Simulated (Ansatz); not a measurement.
## Ca₃GeN: other elements on the same sites

Level of theory: Ansatz, DFT PBEsol, scalar-relativistic, plane waves, PAW. (420 eV cutoff, 8×8×8 k-mesh, Gaussian smearing of 0.10 eV, no spin polarisation)

Starting point, cell and atoms relaxed:

```
CELL_PARAMETERS angstrom
4.75475 0.00000 0.00000
0.00000 4.75475 0.00000
0.00000 0.00000 4.75475
ATOMIC_POSITIONS crystal
Ca 0.00000 0.50000 0.50000
Ca 0.50000 0.00000 0.50000
Ca 0.50000 0.50000 0.00000
Ge 0.00000 0.00000 0.00000
N 0.50000 0.50000 0.50000
```

Each substitution replaces an element on all its sites; cell and atoms are then relaxed within the symmetry of the start. The crystals needn't be the stable forms of their compositions. Lengths are those of the primitive cell. Mesh and smearing follow each crystal's size and gap, and all runs are without spin polarisation.

A cell with an odd number of electrons and no spin polarisation is a metal by construction and may be lower with spin. Spin-orbit coupling is left out, which matters for the bands and energies of heavy elements.

(1) Give the relaxed structure after Ge→C, N→Sb.

(2) Give the relaxed structure after Ca→Be, Ge→Pb.

## Answers

(1)
```
CELL_PARAMETERS angstrom
5.70688 0.00000 0.00000
0.00000 5.70688 0.00000
0.00000 0.00000 5.70688
ATOMIC_POSITIONS crystal
Ca 0.00000 0.50000 0.50000
Ca 0.50000 0.00000 0.50000
Ca 0.50000 0.50000 0.00000
C 0.00000 0.00000 0.00000
Sb 0.50000 0.50000 0.50000
```
It takes space group Pm-3m (No. 221, cubic). Conventional cell: a = 5.707 Å, b = 5.707 Å, c = 5.707 Å, α = 90.00°, β = 90.00°, γ = 90.00°. Ca (site symmetry 4/mmm) has 2 Sb at 2.85 Å as nearest neighbours. Around C (site symmetry m-3m) lie 12 Ca at 4.04 Å. Around Sb (site symmetry m-3m) lie 6 Ca at 2.85 Å.

(2)
```
CELL_PARAMETERS angstrom
3.79798 0.00000 0.00000
0.00000 3.79798 0.00000
0.00000 0.00000 3.79798
ATOMIC_POSITIONS crystal
Be 0.00000 0.50000 0.50000
Be 0.50000 0.00000 0.50000
Be 0.50000 0.50000 0.00000
Pb 0.00000 0.00000 0.00000
N 0.50000 0.50000 0.50000
```
It takes space group Pm-3m (No. 221, cubic). Conventional cell: a = 3.798 Å, b = 3.798 Å, c = 3.798 Å, α = 90.00°, β = 90.00°, γ = 90.00°. Be (site symmetry 4/mmm) is surrounded by 2 N at 1.90 Å. Around Pb (site symmetry m-3m) lie 12 Be at 2.69 Å. N (site symmetry m-3m) is surrounded by 6 Be at 1.90 Å.